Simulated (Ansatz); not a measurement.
LaGaO$_{3}$:
```
CELL_PARAMETERS angstrom
      2.76132     1.59425     4.42459
     -2.76132     1.59425     4.42459
      0.00000    -3.18850     4.42459
ATOMIC_POSITIONS crystal
  La 0.25000 0.25000 0.25000
  La 0.75000 0.75000 0.75000
  Ga 0.00000 0.00000 0.00000
  Ga 0.50000 0.50000 0.50000
  O  0.75000 0.18459 0.31541
  O  0.25000 0.81541 0.68459
  O  0.31541 0.75000 0.18459
  O  0.68459 0.25000 0.81541
  O  0.18459 0.31541 0.75000
  O  0.81541 0.68459 0.25000
```

Relaxed with PBEsol. Special points in fractions of this cell's reciprocal vectors: Γ (0.000, 0.000, 0.000); T (0.500, 0.500, 0.500); H2 (0.747, 0.253, 0.500); H0 (0.500, -0.253, 0.253); L (0.500, 0.000, 0.000); S0 (0.377, -0.377, 0.000); S2 (0.623, 0.000, 0.377); F (0.500, 0.000, 0.500).

Task: List the band energies nearest the valence-band maximum at these points for PBEsol with spin–orbit coupling in the plane-wave PAW code Ansatz.

Result: In eV from the valence-band maximum; about four levels below and three above (degenerate sets whole), none deeper than 8.9 eV; points with the same levels are listed once.

| k | below | above |
|---|---|---|
| Γ | -0.24 -0.24 -0.24 -0.24 -0.13 -0.13 | 3.70 3.70 4.42 4.42 |
| T | -0.64 -0.64 -0.64 -0.64 | 4.72 4.72 4.72 4.72 |
| H2 | -0.44 -0.44 -0.43 -0.43 | 4.68 4.68 4.71 4.71 |
| L | -0.15 -0.15 -0.15 -0.15 | 4.64 4.64 4.64 4.64 |
| S0 | -0.73 -0.73 -0.01 -0.01 | 4.66 4.66 4.72 4.72 |
| F | -0.33 -0.33 -0.02 -0.02 | 4.65 4.65 4.73 4.73 |

Space group R-3c. The first step of the workflow began from a Materials Project structure, measured or hypothetical; the Crystallography Open Database files this formula in space group No. 167, but the cells were not matched. Its standing as an ambient phase is unchecked. The PBEsol relaxation kept the symmetry of its start; phonons show weakly imaginary modes.

Potentials: the later of the program's two PAW sets.
